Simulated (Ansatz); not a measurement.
Q: Each is relaxed and computed with PBE in the plane-wave PAW code Ansatz. Which is the only metal?
A. Mg2Si, Pn-3m (Mg on 4c, Si on 2a)
B. HfSiO4, I4_1/amd (Hf on 4a, Si on 4b, O on 16h)
C. SiSe2, anatase
D. Si2Mo, I4/mcm (Si on 8h, Mo on 4a)

A: D, Si2Mo, I4/mcm (Si on 8h, Mo on 4a). Si2Mo: metal; HfSiO4: gap 5.31 eV (indirect); SiSe2: gap 0.31 eV (indirect); Mg2Si: gap 0.31 eV (direct). Constructed cells (a structure type filled with these elements, in neither database checked): Si2Mo, I4/mcm (Si on 8h, Mo on 4a); SiSe2, anatase; Mg2Si, Pn-3m (Mg on 4c, Si on 2a). Not the usual ambient phase: Si2Mo, I4/mcm (Si on 8h, Mo on 4a); Mg2Si, Pn-3m (Mg on 4c, Si on 2a). All cells were relaxed under the symmetry of their starts (and spin orders); stability against distortions was not tested throughout. Rows with no word on spin ran without spin polarisation. Spin–orbit coupling is left out wherever it is not named.

Potentials: the later of the program's two PAW sets.
